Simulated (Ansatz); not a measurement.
All numbers below come from DFT PBE, scalar-relativistic, plane waves, PAW (Ansatz 0.2.0). All cells share a 420 eV cutoff and Γ-centred k meshes spaced about 0.3 Å⁻¹ or finer (0.25 for metals, 2π included). No spin polarisation.

All energies are static (0 K, no zero-point motion).

Two relaxed structures of Zr3W4Se:

A. Space group P4mm (No. 99), tetragonal, a = 3.231 Å, c = 14.349 Å. Zr on its first site is surrounded by 4 W at 2.94 Å, 4 Se at 3.07 Å, 4 Zr at 3.23 Å, 1 W at 3.32 Å and 1 Zr at 3.79 Å; Zr on its second site is surrounded by 4 W at 2.92 Å, 8 Zr at 3.22–3.23 Å and 1 W at 3.31 Å; around Zr on its third site lie 4 Se at 2.87 Å, 8 Zr at 3.22–3.23 Å and 1 Zr at 3.79 Å; W on its first site has 4 W at 2.73 Å, 4 Zr at 2.92 Å and 5 W at 3.15–3.23 Å; Se has 4 Zr at 2.87 Å, 4 Zr at 3.07 Å and 4 Se at 3.23 Å; 3 more sites not described.

B. Space group P4mm (No. 99), tetragonal, a = 3.863 Å, c = 9.887 Å. Around Zr on its first site lie 4 Zr at 2.73 Å and 8 W at 3.08–3.14 Å; Zr on its second site is surrounded by 4 Se at 2.77 Å and 8 W at 3.13–3.20 Å; Zr on its third site is surrounded by 4 Zr at 2.73 Å and 8 W at 3.08–3.14 Å; W on its first site has 4 W at 2.73 Å, 2 Se at 2.86 Å and 6 Zr at 3.08–3.20 Å; around Se lie 4 Zr at 2.77 Å, 4 W at 2.86 Å and 4 W at 3.49 Å; 1 more site not described.

Question: Which form is favoured at zero pressure, and by what margin per atom?

Answer: A is lower, by 0.44 eV/atom. A has space group P4mm (No. 99), 18.7 Å³/atom and no gap on its mesh; B has space group P4mm (No. 99), 18.4 Å³/atom and no gap. Counting W or Zr atoms around Se (for each partner element, those within 1.25 times its shortest distance or 1.15 times the sum of covalent radii, where it is the nearest in units of that sum or under 1.3; a plus sign parts groups by distance over the sum of covalent radii), A has Se 8 and B has Se 8+4. Both come from trial cells of a structure search, whose lowest cell (Amm2, 18.9 Å³/atom) lies 35 meV/atom below the lower of the two.

These runs have no spin–orbit coupling, which can matter for W. With atoms moved at random, A (by 35 meV/atom) fell into a lower structure. B had no clear such test and can be a saddle point. Some candidate types were left out of the draw beforehand, so a known form may be missing.
